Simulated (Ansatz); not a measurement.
GaN (zinc blende, F-43m), a = 4.5484 Å, b = 4.5484 Å, c = 4.5484 Å, α = 90.00°, β = 90.00°, γ = 90.00°; the cell used has 2 atoms.

Relaxed with PBE.

Give the optical modes at the zone centre with their infrared and Raman activity from DFPT, PBE (plane waves, PAW; program Ansatz).

Transverse frequencies, without the LO–TO term; a row sums one degenerate level.

```
ω (cm⁻¹)  degeneracy  IR ((D/Å)²/amu)  Raman (Å⁴/amu)  activity  symmetry
--------  ----------  ---------------  --------------  --------  --------
516                3            42.83              54  IR+Raman        T2
```

How high does the top mode go among those that the LO–TO term moves?

691 cm⁻¹ for q along x.

The cell was relaxed with PBE under the symmetry of its start; phonons on a q-mesh show no instability.

Potentials: the later of the program's two PAW sets.
